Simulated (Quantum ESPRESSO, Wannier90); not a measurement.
# Wannierisation of HfNCl (R-3m)

Structure: Materials Project mp-541911, symmetrised, not relaxed again. Not found in the COD (Crystallography Open Database) copy used; not checked further. Computed values, not measurements, from PBEsol: Quantum ESPRESSO (norm-conserving PseudoDojo potentials, cutoff 68 Ry, spinors with spin-orbit coupling) on a Γ-centred 4×4×4 mesh, then Wannier90. Density: 10×10×10 mesh, cold smearing 0.01 Ry. The cell is built of weakly bound layers, chains or molecules. Database cells relaxed without dispersion often hold them too far apart, which can enlarge gaps and weakens couplings between them; spacing and stacking were not compared with the measured crystal.

```
begin unit_cell_cart
ang
   -1.7822948930    3.0870253088    0.0000000000
   -3.5645897861    0.0000000000    0.0000000000
   -1.7822948930    1.0290084363    9.5231570000
end unit_cell_cart
mp_grid = 4 4 4
```

### Question
Which shells of neighbouring k-points and which b-vectors and weights does Wannier90 pick for this cell and mesh?

### Answer
```
 *---------------------------------- K-MESH ----------------------------------*
 +----------------------------------------------------------------------------+
 |                    Distance to Nearest-Neighbour Shells                    |
 |                    ------------------------------------                    |
 |          Shell             Distance (Ang^-1)          Multiplicity         |
 |          -----             -----------------          ------------         |
 |             1                   0.164945                      2            |
 |             2                   0.329890                      2            |
 |             3                   0.494835                      2            |
 |             4                   0.511800                      6            |
 |             5                   0.520584                      6            |
 |             6                   0.554332                      6            |
 |             7                   0.578352                      6            |
 |             8                   0.637999                      6            |
       ... (lines left out)
 +----------------------------------------------------------------------------+
 | The b-vectors are chosen automatically                                     |
 | The following shells are used:                       1,  4                 |
 +----------------------------------------------------------------------------+
 |                        Shell   # Nearest-Neighbours                        |
 |                        -----   --------------------                        |
 |                          1               2                                 |
 |                          2               6                                 |
 +----------------------------------------------------------------------------+
 | Completeness relation is fully satisfied [Eq. (B1), PRB 56, 12847 (1997)]  |
 +----------------------------------------------------------------------------+
 |                  b_k Vectors (Ang^-1) and Weights (Ang^2)                  |
 |                  ----------------------------------------                  |
 |            No.         b_k(x)      b_k(y)      b_k(z)        w_b           |
 |            ---        --------------------------------     --------        |
 |             1         0.000000    0.000000    0.164945    17.948602        |
 |             2         0.000000    0.000000   -0.164945    17.948602        |
 |             3        -0.440667   -0.254419   -0.054982     1.287417        |
 |             4         0.000000    0.508838   -0.054982     1.287417        |
 |             5        -0.440667    0.254419    0.054982     1.287417        |
 |             6         0.440667    0.254419    0.054982     1.287417        |
 |             7         0.000000   -0.508838    0.054982     1.287417        |
 |             8         0.440667   -0.254419   -0.054982     1.287417        |
```
